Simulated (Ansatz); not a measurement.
Problem. Each is relaxed and computed with r²SCAN (plane waves, PAW; program Ansatz). Which is the only metal?
(A) Si3N4, I-43d (N on 16c, Si on 12b)
(B) NbSi2, P6_422 (Nb on 3c, Si on 6i)
(C) SiC, Pm-3n (Si on 6c, C on 6d)
(D) LiNbO3, R3c (Li on 6a, Nb on 6a, O on 18b)

Solution. B, NbSi2, P6_422 (Nb on 3c, Si on 6i). NbSi2: metal; SiC: gap 2.10 eV (indirect); LiNbO3: gap 4.00 eV (indirect); Si3N4: gap 4.74 eV (indirect). Typed or built starts, not in the databases checked: SiC, Pm-3n (Si on 6c, C on 6d). Not the usual ambient phase: SiC, Pm-3n (Si on 6c, C on 6d); Si3N4, I-43d (N on 16c, Si on 12b). Standing as an ambient phase not checked: NbSi2, P6_422 (Nb on 3c, Si on 6i). All cells were relaxed under the symmetry of their starts (and spin orders); stability against distortions was not tested throughout. Rows with no word on spin ran without spin polarisation. Spin–orbit coupling is left out wherever it is not named.

Potentials: the later of the program's two PAW sets.
